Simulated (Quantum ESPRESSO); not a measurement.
Si7, input and log of a self-consistent run

A calculation, not a measurement. The program is pw.x of Quantum ESPRESSO 7.5 (plane-wave density functional theory). The cell is made up: 7 atoms on a zincblende/diamond lattice with one site empty, with randomly drawn elements, strain and displacements, not relaxed. PseudoDojo standard norm-conserving files (v0.5 for PBE, v0.4.1 for LDA and PBEsol) set the functional; there is no spin polarisation, spin-orbit coupling or dispersion term, and the masses in the input are unused placeholders. A spin-polarised start on this cell or one of its family kept no moment.

Input:

```
&control calculation='scf', pseudo_dir='./dojo.nc.sr.pbe.v0_5.standard.upf', outdir='./o', disk_io='low', tprnfor=.true., tstress=.true. /
&system ibrav=0, nat=7, ntyp=1, nbnd=24, ecutwfc=36.01433573, nosym=.true., tot_charge=0,
 occupations='smearing', smearing='fd', degauss=0.0073498644
/
&electrons conv_thr=7.350e-09, electron_maxstep=60, /
ATOMIC_SPECIES
Si 1.0 Si.upf
CELL_PARAMETERS angstrom
5.5426 0.0024 -0.0027
0.0024 5.5798 0.0304
-0.0027 0.0304 5.5346
ATOMIC_POSITIONS angstrom
Si 0.009 -0.0186 0.1262
Si 0.0677 2.7789 2.869
Si 2.9855 2.785 -0.1632
Si 1.4714 1.4418 1.2656
Si 1.3266 4.0445 4.24
Si 4.1102 1.3047 4.1863
Si 4.1429 4.2117 1.2809
K_POINTS automatic
6 6 6 1 1 1
```

The log is shortened where brackets say so; the opening notice, blank lines, dates and the lines on written files are dropped, and the path of the files is cut. It prints rydbergs, bohrs and kilobars, and counts compression as positive stress.

```
     Program PWSCF v.7.5
     Parallel version (MPI & OpenMP), running on       4 processor cores
     Number of MPI processes:                 4
     Threads/MPI process:                     1
     [start-up lines left out]
     bravais-lattice index     =            0
     lattice parameter (alat)  =      10.4740  a.u.
     unit-cell volume          =    1155.0528 (a.u.)^3
     number of atoms/cell      =            7
     number of atomic types    =            1
     number of electrons       =        28.00
     number of Kohn-Sham states=           24
     kinetic-energy cutoff     =      36.0143  Ry
     charge density cutoff     =     144.0573  Ry
     scf convergence threshold =      7.3E-09
     mixing beta               =       0.7000
     number of iterations used =            8  plain     mixing
     Exchange-correlation= PBE
                           (   1   4   3   4   0   0   0)
     [axes and pseudopotential details left out]
   Cartesian axes
     site n.     atom                  positions (alat units)
         1        Si     tau(   1) = (   0.0016238  -0.0033558   0.0227691  )
         2        Si     tau(   2) = (   0.0122145   0.5013711   0.5176270  )
         3        Si     tau(   3) = (   0.5386460   0.5024717  -0.0294447  )
         4        Si     tau(   4) = (   0.2654710   0.2601306   0.2283404  )
         5        Si     tau(   5) = (   0.2393461   0.7297115   0.7649838  )
         6        Si     tau(   6) = (   0.7415652   0.2353949   0.7552952  )
         7        Si     tau(   7) = (   0.7474649   0.7598779   0.2311009  )
     number of k points=   108  Fermi-Dirac smearing, width (Ry)=  0.0073
     Number of k-points >= 100: set verbosity='high' to print them.
     Dense  grid:    33689 G-vectors     FFT dimensions: (  45,  45,  40)
     Estimated max dynamical RAM per process >      78.20 MB
     Estimated total dynamical RAM >     288.12 MB
     Initial potential from superposition of free atoms
     starting charge      27.9957, renormalised to      28.0000
     Starting wfcs are   28 randomized atomic wfcs
     total cpu time spent up to now is        1.8 secs
     per-process dynamical memory:    71.5 Mb
     Self-consistent Calculation
     iteration #  1     ecut=    36.01 Ry     beta= 0.70
     Davidson diagonalization with overlap
     ethr =  1.00E-02,  avg # of iterations =  3.5
     Threshold (ethr) on eigenvalues was too large:
     Diagonalizing with lowered threshold
     Davidson diagonalization with overlap
     ethr =  5.80E-04,  avg # of iterations =  4.5
     total cpu time spent up to now is       10.3 secs
     total energy              =     -58.92519268 Ry
     estimated scf accuracy    <       0.18368974 Ry
     iteration #  2     ecut=    36.01 Ry     beta= 0.70
     Davidson diagonalization with overlap
     ethr =  6.56E-04,  avg # of iterations =  2.3
     total cpu time spent up to now is       13.2 secs
     total energy              =     -58.93495803 Ry
     estimated scf accuracy    <       0.06467934 Ry
     iteration #  3     ecut=    36.01 Ry     beta= 0.70
     Davidson diagonalization with overlap
     ethr =  2.31E-04,  avg # of iterations =  3.6
     total cpu time spent up to now is       16.3 secs
     total energy              =     -58.94880813 Ry
     estimated scf accuracy    <       0.03027918 Ry
     iteration #  4     ecut=    36.01 Ry     beta= 0.70
     Davidson diagonalization with overlap
     ethr =  1.08E-04,  avg # of iterations =  2.5
     total cpu time spent up to now is       19.0 secs
     total energy              =     -58.95471380 Ry
     estimated scf accuracy    <       0.00509148 Ry
     iteration #  5     ecut=    36.01 Ry     beta= 0.70
     Davidson diagonalization with overlap
     ethr =  1.82E-05,  avg # of iterations =  7.5
     total cpu time spent up to now is       22.5 secs
     total energy              =     -58.95568892 Ry
     estimated scf accuracy    <       0.00003208 Ry
     iteration #  6     ecut=    36.01 Ry     beta= 0.70
     Davidson diagonalization with overlap
     ethr =  1.15E-07,  avg # of iterations =  6.7
     total cpu time spent up to now is       26.6 secs
     total energy              =     -58.95571733 Ry
     estimated scf accuracy    <       0.00002162 Ry
     iteration #  7     ecut=    36.01 Ry     beta= 0.70
     Davidson diagonalization with overlap
     ethr =  7.72E-08,  avg # of iterations =  2.0
     total cpu time spent up to now is       29.0 secs
     total energy              =     -58.95572097 Ry
     estimated scf accuracy    <       0.00000459 Ry
     iteration #  8     ecut=    36.01 Ry     beta= 0.70
     Davidson diagonalization with overlap
     ethr =  1.64E-08,  avg # of iterations =  1.7
     total cpu time spent up to now is       31.3 secs
     total energy              =     -58.95572161 Ry
     estimated scf accuracy    <       0.00000038 Ry
     iteration #  9     ecut=    36.01 Ry     beta= 0.70
     Davidson diagonalization with overlap
     ethr =  1.37E-09,  avg # of iterations =  2.6
     total cpu time spent up to now is       34.5 secs
     total energy              =     -58.95572175 Ry
     estimated scf accuracy    <       0.00000005 Ry
     iteration # 10     ecut=    36.01 Ry     beta= 0.70
     Davidson diagonalization with overlap
     ethr =  1.85E-10,  avg # of iterations =  3.5
     total cpu time spent up to now is       37.2 secs
     total energy              =     -58.95572176 Ry
     estimated scf accuracy    <       0.00000002 Ry
     iteration # 11     ecut=    36.01 Ry     beta= 0.70
     Davidson diagonalization with overlap
     ethr =  6.90E-11,  avg # of iterations =  2.0
     total cpu time spent up to now is       39.7 secs
     End of self-consistent calculation
     Number of k-points >= 100: set verbosity='high' to print the bands.
     the Fermi energy is     4.6337 ev
!    total energy              =     -58.95572176 Ry
     estimated scf accuracy    <          3.2E-10 Ry
     smearing contrib. (-TS)   =      -0.00614325 Ry
     internal energy E=F+TS    =     -58.94957852 Ry
     The total energy is F=E-TS. E is the sum of the following terms:
     one-electron contribution =       9.31092751 Ry
     hartree contribution      =       5.81650893 Ry
     xc contribution           =     -21.01343756 Ry
     ewald contribution        =     -53.06357739 Ry
     convergence has been achieved in  11 iterations
     Forces acting on atoms (cartesian axes, Ry/au):
     atom    1 type  1   force =     0.02721520    0.01189113   -0.05217941
     atom    2 type  1   force =    -0.04334868   -0.03314488   -0.06155273
     atom    3 type  1   force =    -0.05339801    0.01446736    0.04116397
     atom    4 type  1   force =     0.00224268    0.02292887    0.02165056
     atom    5 type  1   force =     0.01223574    0.04310418    0.03441526
     atom    6 type  1   force =     0.04997444   -0.02887758   -0.04981649
     atom    7 type  1   force =     0.00507863   -0.03036907    0.06631883
     Total force =     0.174577     Total SCF correction =     0.000018
     Computing stress (Cartesian axis) and pressure
          total   stress  (Ry/bohr**3)                   (kbar)     P=      -35.68
  -0.00029807   0.00012011   0.00001164          -43.85       17.67        1.71
   0.00012011  -0.00023827   0.00011408           17.67      -35.05       16.78
   0.00001164   0.00011408  -0.00019140            1.71       16.78      -28.16
     init_run     :      1.36s CPU      1.42s WALL (       1 calls)
     electrons    :     37.56s CPU     37.90s WALL (       1 calls)
     forces       :      0.50s CPU      0.50s WALL (       1 calls)
     stress       :      1.83s CPU      1.83s WALL (       1 calls)
     [timing details left out]
     PWSCF        :     41.65s CPU     42.07s WALL
     JOB DONE.
```

In other units: free energy -802.133 eV for the cell, pressure -3.57 GPa, largest force component 1.705 eV/Å. A rerun of a related cell, with the same atoms placed differently, at 718 eV and a 8 x 8 x 8 mesh moved values by no more than 0.007 eV in energy, 0.02 GPa in stress and 0.006 eV/Å in force.